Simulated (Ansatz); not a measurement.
AlCr2C:
```xyz
8
Lattice="2.8125 0.0000 0.0000 -1.4062 2.4357 0.0000 0.0000 0.0000 12.5946" Properties=species:S:1:pos:R:3 pbc="T T T"
Al     1.4062     0.8119     3.1486
Al     0.0000     1.6238     9.4459
Cr     0.0000     1.6238     5.2356
Cr     1.4062     0.8119     7.3590
Cr     1.4062     0.8119    11.5329
Cr     0.0000     1.6238     1.0617
C      0.0000     0.0000     6.2973
C      0.0000     0.0000     0.0000
```

Relaxed with PBEsol. Special points in fractions of this cell's reciprocal vectors: Γ (0.000, 0.000, 0.000); M (0.500, 0.000, 0.000); K (0.333, 0.333, 0.000); A (0.000, 0.000, 0.500); L (0.500, 0.000, 0.500); H (0.333, 0.333, 0.500).

### Question
List the band energies nearest the Fermi level at these points for plane-wave PAW PBEsol (Ansatz code).

### Answer
In eV from the Fermi level; about four levels below and three above (degenerate sets whole), none deeper than 8.9 eV; points with the same levels are listed once.

| k | below | above |
|---|---|---|
| Γ | -0.23 -0.23 -0.20 -0.20 | 0.61 0.61 0.66 0.66 |
| M | -3.28 -3.21 -2.08 -2.04 | 0.11 0.32 0.41 |
| K | -2.26 -2.26 -1.99 -0.85 | 0.36 0.36 0.71 0.71 |
| A | -0.21 -0.21 -0.21 -0.21 | 0.63 0.63 0.63 0.63 |
| L | -3.21 -3.21 -2.05 -2.05 | 0.27 0.27 0.37 0.37 |
| H | -2.11 -2.11 -1.35 -1.35 | 0.29 0.29 0.82 0.82 |

Space group P6_3/mmc. The PBEsol relaxation kept the symmetry of its start; of distortions, only those at the zone centre were tested. No spin polarisation was allowed.

Potentials: the later of the program's two PAW sets.
